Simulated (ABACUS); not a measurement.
A self-consistent single point of WS₂ (P6_3/mmc, 6 atoms in the cell; from Materials Project mp-224, changed as shown) with ABACUS.

All values come from this method and carry its errors: PBE, PseudoDojo 0.5 standard norm-conserving PBE (tails mended) pseudopotentials (plane waves; ABACUS).

The change in words: volume scaled by 1.01. Reference geometry (P6_3/mmc):
```
WS2
1.0
    3.19600     0.00000     0.00000
   -1.59800     2.76782     0.00000
    0.00000     0.00000    13.02630
W S
2 4
Direct
  0.33333   0.66667   0.25000
  0.66667   0.33333   0.75000
  0.33333   0.66667   0.62980
  0.66667   0.33333   0.37020
  0.66667   0.33333   0.12980
  0.33333   0.66667   0.87020
```

Reference input (self-consistent single point, DFT, PBE, plane waves, PseudoDojo 0.5 standard norm-conserving PBE (tails mended) pseudopotentials): KPT = Gamma 10 10 1 0 0 0; basis_type = pw; dft_functional = PBE; ecutwfc = 74 Ry; smearing_method = gaussian; smearing_sigma = 0.00367493 Ry; potentials = PseudoDojo 0.5 standard norm-conserving PBE (tails mended); symmetry = 1; symmetry_prec = 1e-05; ks_solver = dav_subspace; scf_nmax = 100; scf_thr = 1.0e-09 Ry. This run's input differs from it in these lines:

```diff
@@ -25,8 +25,8 @@
 LATTICE_CONSTANT
-6.039568
+6.059632
 
 LATTICE_VECTORS
-   1.0000000784    0.0000000000    0.0000000000
-  -0.5000000392    0.8660251831    0.0000000000
-   0.0000000000    0.0000000000    4.0758112860
+   0.9999999498    0.0000000000    0.0000000000
+  -0.5000001308    0.8660252000    0.0000000000
+   0.0000000000    0.0000000000    4.0758107977
 
@@ -38,4 +38,4 @@
 2
-  -0.0000015980    1.8452129226    3.2565750000 1 1 1
-   1.5980025980    0.9226050774    9.7697250000 1 1 1
+  -0.0000019366    1.8513429257    3.2673932500 1 1 1
+   1.6033109366    0.9256700743    9.8021797500 1 1 1
 
@@ -44,6 +44,6 @@
 4
-  -0.0000015980    1.8452129226    8.2039637400 1 1 1
-   1.5980025980    0.9226050774    4.8223362600 1 1 1
-   1.5980025980    0.9226050774    1.6908137400 1 1 1
-  -0.0000015980    1.8452129226   11.3354862600 1 1 1
+  -0.0000019366    1.8513429257    8.2312170754 1 1 1
+   1.6033109366    0.9256700743    4.8383559246 1 1 1
+   1.6033109366    0.9256700743    1.6964305754 1 1 1
+  -0.0000019366    1.8513429257   11.3731424246 1 1 1
 # file: KPT
```

Output (repeated stretches shortened):

```
 SELF-CONSISTENT
 -------------------------------------------
                                 init_chg = atomic

 PW ALGORITHM --------------- ION=   1  ELEC=   1--------------------------------

 Notice: Threshold on eigenvalues was too large.

 Density error is 0.194058700803
                          Error Threshold = 0.000375390724943
 E_KohnSham     -391.7425965855      -5329.9314628781
 E_Fermi        0.8043375358         10.9435736021

 PW ALGORITHM --------------- ION=   1  ELEC=   2--------------------------------

 Density error is 0.289552156469
                          Error Threshold = 0.000373189809237
   [... lines left out ...]

 Density error is 5.04857333555e-09
                          Error Threshold = 2.64501490006e-11
 E_KohnSham     -391.8014784021      -5330.7325910926
 E_Fermi        0.8113887454         11.0395102305

 PW ALGORITHM --------------- ION=   1  ELEC=  10--------------------------------

 Density error is 1.54883259243e-10
                          Error Threshold = 9.70879487606e-12
 E_KohnSham     -391.8014784029      -5330.7325911039
 E_KS(sigma->0) -391.8014784029      -5330.7325911039
 E_entropy(-TS) -0.0000000000        -0.0000000000
 E_Fermi        0.8113875166         11.0394935114
 charge density convergence is achieved
 final etot is -5330.7325911 eV
 EFERMI = 11.039493511 eV

 STATE ENERGY(eV) AND OCCUPATIONS    NSPIN == 1
   [... 33 lines left out ...]

 TOTAL-FORCE (eV/Angstrom)
                        W1         0.0000000000         0.0000000000         0.0000000000
                        W2         0.0000000000         0.0000000000         0.0000000000
                        S1         0.0000000000         0.0000000000         0.1650312982
                        S2         0.0000000000         0.0000000000        -0.1650312982
                        S3         0.0000000000         0.0000000000         0.1650312982
                        S4         0.0000000000         0.0000000000        -0.1650312982

 TOTAL-STRESS (KBAR)
       -18.3980916418        -0.0000033120         0.0000000000
        -0.0000033120       -18.3980984531        -0.0000000000
         0.0000000000        -0.0000000000        -2.3465210446
 TOTAL-PRESSURE: -13.047570 KBAR

 --------------------------------------------
 !FINAL_ETOT_IS -5330.7325911038860795 eV
 --------------------------------------------
```

The run converged in 10 iterations. Against the reference run the free energy stays essentially unchanged (within 1 meV/atom), the pressure goes from 0.14 to -1.30 GPa and the largest force goes from 0.004 to 0.165 eV/Å.

Spin-orbit coupling is left out, which matters for bands and gaps with elements this heavy. The structure comes from a collection of computed structures, made at another level of theory; the collection holds predicted forms beside known ones. Its lattice was then scaled.

Cost on one core: roughly 2.5 core-minutes.

“Tails mended”: in these copies of the files the far tail of each local potential was reset to the Coulomb form.
